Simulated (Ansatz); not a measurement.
Mo2N:
```xyz
3
Lattice="2.8645 0.0000 0.0000 -1.4323 2.4808 0.0000 0.0000 0.0000 5.1612" Properties=species:S:1:pos:R:3 pbc="T T T"
N      0.0000     0.0000     0.0000
Mo     0.0000     1.6538     1.3689
Mo     1.4323     0.8269     3.7923
```

Relaxed with PBE. Special points in fractions of this cell's reciprocal vectors: Γ (0.000, 0.000, 0.000); M (0.500, 0.000, 0.000); K (0.333, 0.333, 0.000); A (0.000, 0.000, 0.500); L (0.500, 0.000, 0.500); H (0.333, 0.333, 0.500).

**Question.** List the band energies nearest the Fermi level at these points for plane-wave PAW PBE (Ansatz code).

**Answer.** In eV from the Fermi level; about four levels below and three above (degenerate sets whole), none deeper than 8.9 eV; … stands for higher levels left out; points with the same levels are listed once.

| k | below | above |
|---|---|---|
| Γ | -1.28 -1.28 -0.74 -0.07 -0.07 | 0.15 0.15 … |
| M | -5.02 -2.72 -1.41 -0.43 | 1.85 1.95 2.87 |
| K | -6.41 -3.40 -2.74 -2.74 | 0.38 0.38 0.56 |
| A | -4.16 -2.52 -1.60 -1.60 | 0.20 0.70 0.70 |
| L | -2.39 -1.91 -1.35 -0.27 | 2.46 2.73 2.92 |
| H | -3.15 -2.21 -2.21 -0.38 | 0.98 0.98 2.03 2.03 |

Space group P-3m1 (anti-CdI2 type). A made-up cell: these elements were put on the sites of a structure type; neither database checked (COD, Materials Project) lists it. COD files the formula under space group No. 141, so this cell is another polymorph or a model. Its standing as an ambient phase is unchecked. Symmetry was held in the PBE relaxation; whether a distortion lowers the energy is not shown. The run is not spin-polarised. With an odd number of electrons in the cell and no spin polarisation, the count alone makes it a metal. Scalar-relativistic: spin–orbit coupling is off unless named, which matters more the heavier the elements.

Potentials: the later of the program's two PAW sets.
